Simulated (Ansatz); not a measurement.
Bi2Mo:
```xyz
6
Lattice="5.4174 1.8698 0.0000 -5.4174 1.8698 0.0000 -4.2364 0.0000 7.3148" Properties=species:S:1:pos:R:3 pbc="T T T"
Mo    -4.7006     1.8698     1.3356
Mo     0.4642     1.8698     5.9792
Bi     1.7960     1.8698     3.2690
Bi    -6.0324     1.8698     4.0459
Bi    -2.7287     1.8698     6.4818
Bi    -1.5076     1.8698     0.8330
```

Relaxed with PBE. Special points in fractions of this cell's reciprocal vectors: Γ (0.000, 0.000, 0.000); C (0.290, 0.290, 0.000); C2 (-0.290, 0.710, 0.000); Y2 (-0.500, 0.500, 0.000); M2 (-0.500, 0.500, 0.500); D (-0.264, 0.736, 0.500); D2 (0.264, 0.264, 0.500); A (0.000, 0.000, 0.500); L2 (0.000, 0.500, 0.500); V2 (0.000, 0.500, 0.000).

Q: List the band energies nearest the Fermi level at these points for PBE in the plane-wave PAW code Ansatz.

A: In eV from the Fermi level; about four levels below and three above (degenerate sets whole), none deeper than 8.9 eV; points with the same levels are listed once.

```tsv
k	below	above
Γ	-1.18 -1.00 -0.63 -0.26	0.16 1.00 1.21
C	-1.28 -1.17 -0.17 -0.15	0.40 0.41 1.19
Y2	-0.59 -0.41 -0.29 -0.23	0.72 1.69 1.70
M2	-0.79 -0.79 -0.35 -0.09	0.90 1.27 2.05
D	-2.02 -1.53 -0.47 -0.32	0.36 0.66 0.68
A	-1.49 -1.03 -0.42 -0.33	0.20 0.54 1.11
L2	-1.71 -1.16 -0.65 -0.55	0.31 0.60 0.68
V2	-1.87 -1.86 -1.43 -1.07	0.24 0.29 0.67
```

Space group C2/m. The start of the workflow was typed in or built on a structure type; neither database checked (COD, Materials Project) lists it. Its standing as an ambient phase is unchecked. The cell was relaxed with PBE under the symmetry of its start; its stability against distortions is not shown here. No spin polarisation was allowed. Its formation energy is positive at this level, so the cell may be metastable or incomplete. Scalar-relativistic: spin–orbit coupling is off unless named, which matters more the heavier the elements.

Potentials: the earlier of the program's two PAW sets.
